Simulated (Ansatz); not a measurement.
Consider the following.

Relaxed B (space group R-3m):

```xyz
12
Lattice="2.4205 1.3975 4.1314 -2.4205 1.3975 4.1314 0.0000 -2.7949 4.1314" Properties=species:S:1:pos:R:3 pbc="T T T"
B     -1.5584     0.8998     2.7897
B      1.5584    -0.8998     9.6045
B      0.0000    -1.7995     2.7897
B      0.0000     1.7995     9.6045
B      1.5584     0.8998     2.7897
B     -1.5584    -0.8998     9.6045
B     -0.9888     0.5709     4.4327
B      0.9888    -0.5709     7.9614
B      0.0000    -1.1418     4.4327
B      0.0000     1.1418     7.9614
B      0.9888     0.5709     4.4327
B     -0.9888    -0.5709     7.9614
```

The atoms are displaced by Q × the pattern below (from a DFPT mode at Γ, largest move 1; Q in Å), at fixed cell.

```json
[
 {"atom": "B1", "x": "-0.500", "y": "-0.866", "z": "0.000"},
 {"atom": "B2", "x": "0.500", "y": "0.866", "z": "0.000"},
 {"atom": "B3", "x": "1.000", "y": "0.000", "z": "0.000"},
 {"atom": "B4", "x": "-1.000", "y": "0.000", "z": "0.000"},
 {"atom": "B5", "x": "-0.500", "y": "0.866", "z": "0.000"},
 {"atom": "B6", "x": "0.500", "y": "-0.866", "z": "0.000"},
 {"atom": "B7", "x": "0.250", "y": "0.433", "z": "0.000"},
 {"atom": "B8", "x": "-0.250", "y": "-0.433", "z": "0.000"},
 {"atom": "B9", "x": "-0.500", "y": "0.000", "z": "0.000"},
 {"atom": "B10", "x": "0.500", "y": "0.000", "z": "0.000"},
 {"atom": "B11", "x": "0.250", "y": "-0.433", "z": "0.000"},
 {"atom": "B12", "x": "-0.250", "y": "0.433", "z": "0.000"}
]
```

All values below come from LDA (plane waves to 420 eV, PAW, scalar-relativistic; Ansatz, a quantum-chemistry and plane-wave program). k mesh 7×7×7 (Γ-centred), Fermi-Dirac smearing 0.05 eV. Energies are smeared free energies. B was relaxed with its symmetry unable to fall. The zero of ΔE is the undisplaced structure.

The scan covers Q from -0.180 to 0.180 Å in 13 points.

Question: Is the energy the same for equal positive and negative displacements?

Answer: Even: the same for both signs.

Question: Which space group does the distorted structure have?

Answer: R-3 (No. 148), lowered from R-3m.

Question: What is the energy change at Q = 0.180 Å?

Answer: 2698 meV/cell.

Question: What harmonic wavenumber does the curvature at Q = 0 give?

Answer: 742 cm⁻¹.

(For displaced atoms, the force is minus the slope of the energy, and its curvature is a force constant, which sets phonon frequencies.)
